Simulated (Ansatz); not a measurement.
Here is the system:

LaN:
```cif
data_La4N4
_chemical_formula_sum 'N4 La4'
_space_group_name_H-M_alt 'F-43m'
_space_group_IT_number 216
_space_group_name_Hall 'F -4 2 3'
_cell_length_a 5.60452
_cell_length_b 5.60452
_cell_length_c 5.60452
_cell_angle_alpha 90.000
_cell_angle_beta 90.000
_cell_angle_gamma 90.000
loop_
_atom_site_label
_atom_site_type_symbol
_atom_site_symmetry_multiplicity
_atom_site_Wyckoff_symbol
_atom_site_fract_x
_atom_site_fract_y
_atom_site_fract_z
_atom_site_occupancy
N1 N 4 d 0.75000 0.75000 0.75000 1
La1 La 4 a 0.00000 0.00000 0.00000 1
```
(The calculation used a cell of 2 atoms; values per cell refer to that cell.)

This is the r²SCAN-relaxed structure.

Question: All from r²SCAN (plane waves, PAW; program Ansatz), unless another level is named. Give the HSE06 gap on the r²SCAN cell.

Answer: 2.17 eV.

Question: What about the smallest direct gap on the standard path?

Answer: 2.51 eV.

Question: Predict the electron effective mass.

Answer: 0.40 mₑ (isotropic).

Question: And the formation energy from the elements (no fitted shifts)?

Answer: -1.43 eV/atom.

Question: Next, the valence-band maximum?

Answer: at X.

Question: What about the conduction-band minimum?

Answer: at Γ.

The start of the workflow was typed in or built on a structure type; neither database checked (COD, Materials Project) lists it. COD files the formula under space group No. 225. Its standing as an ambient phase is unchecked. Symmetry was held in the r²SCAN relaxation; whether a distortion lowers the energy is not shown. The references are the lowest solids computed at this level, not always the standard phases (solids in place of the gases). Scalar-relativistic: spin–orbit coupling is off unless named, which matters more the heavier the elements.

Potentials: the earlier of the program's two PAW sets.
